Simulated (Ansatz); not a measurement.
BiTeI:
```cif
data_BiITe
_chemical_formula_sum 'Bi1 Te1 I1'
_space_group_name_H-M_alt 'P 1'
_space_group_IT_number 1
_cell_length_a 4.30065
_cell_length_b 4.30065
_cell_length_c 6.67712
_cell_angle_alpha 90.000
_cell_angle_beta 90.000
_cell_angle_gamma 120.000
loop_
_space_group_symop_operation_xyz
  'x, y, z'
loop_
_atom_site_label
_atom_site_type_symbol
_atom_site_fract_x
_atom_site_fract_y
_atom_site_fract_z
_atom_site_occupancy
Bi1 Bi 0.00000 0.00000 0.92084 1
Te1 Te 0.66667 0.33333 0.66660 1
I1 I 0.33333 0.66667 0.23187 1
```

Relaxed with LDA.

Problem. Which orbitals make up the states near the band edges in LDA in the plane-wave PAW code Ansatz?

Solution. Top 1 eV of the valence band: Te 5p 46 %, I 5p 39 %, Bi 6p 7 %, Bi 6s 5 %. Bottom 1 eV of the conduction band: Bi 6p 58 %, Te 5p 22 %, I 5p 10 %, outside the projected shells 5 %. Projections are on Löwdin-orthogonalised atomic valence shells; empty p or d shells of many metals are not among them.

Problem. Tabulate the density of states.

Solution. States/eV per cell of 3 atoms, in 0.25 eV bins, energy from the valence-band maximum.

| E (eV) | total | I 5p | Te 5p | Bi 6p |
|---|---|---|---|---|
| -7.86 | 0.00 | 0.00 | 0.00 | 0.00 |
| -7.61 | 0.00 | 0.00 | 0.00 | 0.00 |
| -7.36 | 0.00 | 0.00 | 0.00 | 0.00 |
| -7.11 | 0.00 | 0.00 | 0.00 | 0.00 |
| -6.86 | 0.00 | 0.00 | 0.00 | 0.00 |
| -6.61 | 0.00 | 0.00 | 0.00 | 0.00 |
| -6.36 | 0.00 | 0.00 | 0.00 | 0.00 |
| -6.11 | 0.00 | 0.00 | 0.00 | 0.00 |
| -5.86 | 0.00 | 0.00 | 0.00 | 0.00 |
| -5.61 | 0.00 | 0.00 | 0.00 | 0.00 |
| -5.36 | 0.00 | 0.00 | 0.00 | 0.00 |
| -5.11 | 0.00 | 0.00 | 0.00 | 0.00 |
| -4.86 | 0.06 | 0.02 | 0.02 | 0.02 |
| -4.61 | 0.89 | 0.30 | 0.25 | 0.32 |
| -4.36 | 1.75 | 0.57 | 0.50 | 0.64 |
| -4.11 | 2.32 | 0.76 | 0.65 | 0.85 |
| -3.86 | 1.98 | 0.69 | 0.56 | 0.67 |
| -3.61 | 3.22 | 1.35 | 0.79 | 0.99 |
| -3.36 | 2.48 | 1.11 | 0.58 | 0.70 |
| -3.11 | 3.08 | 1.44 | 0.72 | 0.81 |
| -2.86 | 2.87 | 1.22 | 0.73 | 0.82 |
| -2.61 | 2.43 | 1.03 | 0.71 | 0.61 |
| -2.36 | 2.42 | 1.10 | 0.76 | 0.47 |
| -2.11 | 2.68 | 1.28 | 0.85 | 0.45 |
| -1.86 | 3.34 | 1.60 | 1.13 | 0.47 |
| -1.61 | 2.74 | 1.33 | 1.00 | 0.31 |
| -1.36 | 3.60 | 1.69 | 1.47 | 0.29 |
| -1.11 | 4.14 | 1.93 | 1.74 | 0.29 |
| -0.86 | 3.63 | 1.57 | 1.60 | 0.26 |
| -0.61 | 2.73 | 1.07 | 1.25 | 0.18 |
| -0.36 | 1.38 | 0.43 | 0.71 | 0.10 |
| -0.11 | 0.27 | 0.06 | 0.15 | 0.01 |
| 0.14 | 0.00 | 0.00 | 0.00 | 0.00 |
| 0.39 | 0.00 | 0.00 | 0.00 | 0.00 |
| 0.64 | 0.00 | 0.00 | 0.00 | 0.00 |
| 0.89 | 0.00 | 0.00 | 0.00 | 0.00 |
| 1.14 | 0.03 | 0.00 | 0.00 | 0.02 |
| 1.39 | 0.41 | 0.04 | 0.06 | 0.26 |
| 1.64 | 1.43 | 0.15 | 0.27 | 0.86 |
| 1.89 | 3.01 | 0.30 | 0.74 | 1.69 |
| 2.14 | 3.31 | 0.35 | 0.88 | 1.79 |
| 2.39 | 3.89 | 0.41 | 1.09 | 2.05 |
| 2.64 | 3.65 | 0.43 | 1.06 | 1.87 |
| 2.89 | 2.97 | 0.38 | 0.88 | 1.48 |
| 3.14 | 2.33 | 0.32 | 0.71 | 1.13 |
| 3.39 | 1.46 | 0.21 | 0.44 | 0.68 |
| 3.64 | 1.10 | 0.17 | 0.33 | 0.50 |
| 3.89 | 0.47 | 0.06 | 0.12 | 0.18 |
| 4.14 | 0.52 | 0.01 | 0.03 | 0.04 |
| 4.39 | 0.79 | 0.01 | 0.03 | 0.02 |
| 4.64 | 1.22 | 0.01 | 0.03 | 0.02 |
| 4.89 | 1.72 | 0.01 | 0.03 | 0.02 |
| 5.14 | 1.86 | 0.01 | 0.02 | 0.02 |
| 5.39 | 1.28 | 0.01 | 0.01 | 0.01 |
| 5.64 | 0.57 | 0.00 | 0.00 | 0.00 |
| 5.89 | 1.28 | 0.00 | 0.01 | 0.01 |

Space group P3m1. The first step of the workflow began from a Materials Project structure, measured or hypothetical; the Crystallography Open Database files this formula in space group No. 156, but the cells were not matched. Whether it is the stable phase at ambient conditions was not checked. Symmetry was held in the LDA relaxation; its stability against distortions is not shown here. A crystal of weakly bound layers computed without a dispersion correction: the cell and the soft elastic constants depend strongly on that. Spin–orbit coupling is left out wherever it is not named.

Potentials: the later of the program's two PAW sets.
